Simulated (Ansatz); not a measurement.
With PBEsol in the plane-wave PAW code Ansatz, CuI in the hexagonal phase (P6_422; Cu on 3c, I on 3d) relaxes to a = 4.161 Å, c = 9.513 Å. Its formation energy from the elements is -0.012 eV/atom, with no fitted shifts.

The Kohn–Sham gap is 0.65 eV (indirect). The valence maximum lies at A and the conduction minimum at Γ. The electron mass is 0.12, 0.14, 0.14 mₑ (principal values). The hole mass is 0.34, 0.34, 0.61 mₑ (principal values). The magnetic state found is non-magnetic (starting moments vanished).

Perturbation theory gives ε∞ = 8.09 (xx = yy), 9.44 (zz). Born charges are Cu +1.10, I -1.10 e.

The start of the workflow was typed in or built on a structure type; neither database checked (COD, Materials Project) lists it. It is not the phase usual at ambient conditions (space group No. 216). The PBEsol relaxation kept the symmetry of its start; its stability against distortions is not shown here. The workflow began spin-polarised and lost its moments. Point labels and valley counts follow the cell and symmetry of the run, lower than the named group. The references are the lowest solids computed at this level, not always the standard phases. Scalar-relativistic: spin–orbit coupling is off unless named, which matters more the heavier the elements.

Potentials: the earlier of the program's two PAW sets. The files were generated under PBE; for other functionals the program regenerates the frozen cores, and for LDA and PBEsol the local potential too.
